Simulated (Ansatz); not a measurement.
The relaxed structure here is a generated cell of Cu: the first start was made by a random draw of sites in a space group, and the end was not matched to a known phase here, so it may be hypothetical. Known forms of Cu include space group No. 225.

The end point of a relaxation of Cu. Space group I4/mmm (No. 139). All values below come from r2SCAN (plane waves to 500 eV, PAW, scalar-relativistic; Ansatz, a first-principles code).

```cif
data_Cu2
_chemical_formula_sum 'Cu2'
_space_group_name_H-M_alt 'I4/mmm'
_space_group_IT_number 139
_space_group_name_Hall '-I 4 2'
_cell_length_a 2.89990
_cell_length_b 2.89990
_cell_length_c 2.73631
_cell_angle_alpha 90.000
_cell_angle_beta 90.000
_cell_angle_gamma 90.000
loop_
_atom_site_label
_atom_site_type_symbol
_atom_site_symmetry_multiplicity
_atom_site_Wyckoff_symbol
_atom_site_fract_x
_atom_site_fract_y
_atom_site_fract_z
_atom_site_occupancy
Cu1 Cu 2 a 0.00000 0.00000 0.00000 1
```
(The calculation used a cell of 1 atom; values per cell refer to that cell.)

```json
{
  "volume_per_atom": "11.51 Å³",
  "band_gap": "no gap (metallic)",
  "shortest_distances": "Cu–Cu 2.47 Å",
  "k-mesh": "23×23×23"
}
```

No spin polarisation in the result.

The run could not lose the symmetry of its start, so the end can be a saddle point.
